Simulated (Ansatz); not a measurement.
NaCl (CsCl type, Pm-3m), DFT-r²SCAN in the program Ansatz with PAW potentials. The conduction-band minimum lies at Γ, with 1 equivalent valley. Second derivatives d²E/dk² of the lowest band at one valley (eV·Å²), along Cartesian directions:

```
direction  d²E/dk²
---------  -------
[100]        20.10
[010]        20.10
[001]        20.10
[110]        20.11
[101]        20.11
[011]        20.11
```

Task: Find the principal effective masses, the density-of-states mass and the conductivity mass.

Result: Off-diagonal terms follow from H_xy = H[110] − (H_xx + H_yy)/2, and m*/mₑ = 7.620 eV·Å² over each eigenvalue: 0.38, 0.38, 0.38. One valley's DOS mass (m₁m₂m₃)^(1/3) = 0.38, conductivity mass 3/(Σ 1/mᵢ) = 0.38 mₑ.

Task: What effective density of states Nc follows at 300 K for parabolic valleys?

Result: Nc = 2.509e19 × 1 × (0.38)^(3/2) ≈ 5.9e18 cm⁻³.

Task: With the computed static dielectric constant 14.8 (mean of the diagonal), estimate a hydrogenic donor's binding energy and radius.

Result: E = 13.606 eV × 0.38/14.8² ≈ 24 meV; a = 0.529 Å × ε/m* ≈ 21 Å. Semilocal masses tend to be too small where the gap is.

Task: With ε∞ = 2.58 and ω_LO = 233 cm⁻¹, what Fröhlich coupling constant follows?

Result: α = (1/ε∞ − 1/ε0) √(m* × 13.606 eV/ħω_LO) = 4.3.

This is a known high-pressure phase of the composition, computed here at zero pressure and temperature. Symmetry was held in the r²SCAN relaxation; of distortions, only those at the zone centre were tested.

Potentials: the earlier of the program's two PAW sets.
